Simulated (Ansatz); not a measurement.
## Zn2SnN: from a guess to a relaxed structure

Theory: Ansatz 0.2.0, DFT PBE, scalar-relativistic, plane waves, PAW. Cutoff 420 eV, Gaussian smearing, Γ-centred meshes. Cell and atoms relax first on a coarse mesh and then on a finer one. In between, the cell is made exact in the group found at 0.06 Å. In metals the finer mesh still leaves noise of several meV/atom or more. The steps can't lower the symmetry of their start. No spin polarisation.

The guess for Zn2SnN was made by a generator: random cell by space group and Wyckoff sites (P-6m2, No. 187). The dimensions are guesses.

```
Zn Sn N
1.0
     4.06910    0.00000    0.00000
    -2.03455    3.52394    0.00000
     0.00000    0.00000    5.39359
Zn Sn N
2 1 1
Direct
  0.33333 0.66667 0.72421
  0.33333 0.66667 0.27579
  0.00000 0.00000 0.00000
  0.66667 0.33333 0.50000
```

Formation energies are uncorrected and refer to the elements' standard structures at the same level (N₂ as a molecule). The references include grey tin.

**Question.** Which structure results?

**Answer.** The symmetry stays P-6m2 (No. 187). The volume per atom shrinks by 17.8 %, from 19.3 to 15.9 Å³. The shortest distance goes from 2.42 Å (Zn–Zn) to 2.18 Å (Zn–N). The ratio c/a of the conventional cell changes by a factor of 1.74. The energy falls by about 0.59 eV/atom (the start's value is from the coarse mesh). Conventional cell: a = 3.172 Å, c = 7.295 Å. Around Zn lie 3 N at 2.18 Å, 1 Zn at 2.37 Å and 3 Sn at 3.07 Å; around Sn lie 6 Zn at 3.07 Å and 6 Sn at 3.17 Å; N is surrounded by 6 Zn at 2.18 Å.

```cif
data_structure
_symmetry_space_group_name_H-M 'P 1'
_symmetry_Int_Tables_number 1
_cell_length_a 3.1716
_cell_length_b 3.1716
_cell_length_c 7.2949
_cell_angle_alpha 90.000
_cell_angle_beta 90.000
_cell_angle_gamma 120.000
_cell_volume 63.55
loop_
_atom_site_label
_atom_site_type_symbol
_atom_site_fract_x
_atom_site_fract_y
_atom_site_fract_z
_atom_site_occupancy
Zn1 Zn 0.33333 0.66667 0.66268 1
Zn2 Zn 0.33333 0.66667 0.33732 1
Sn1 Sn 0.00000 0.00000 0.00000 1
N1 N 0.66667 0.33333 0.50000 1
```

**Question.** Give its energy and gap.

**Answer.**

- Formation energy: +0.38 eV/atom
- Gap on the 18×18×6 mesh of the 4-atom cell: 0 eV (a metal)

The separate elements lie lower, so it is unstable against them.

The last run used Gaussian smearing of 0.10 eV. An odd number of electrons in the primitive cell allows no gap without spin; a larger cell or a magnetic state could open one. A structure relaxed within its symmetry needn't be a true minimum. In all, the 3 runs took 3.4 min on 1 thread of Arm Neoverse V2, on a shared host.
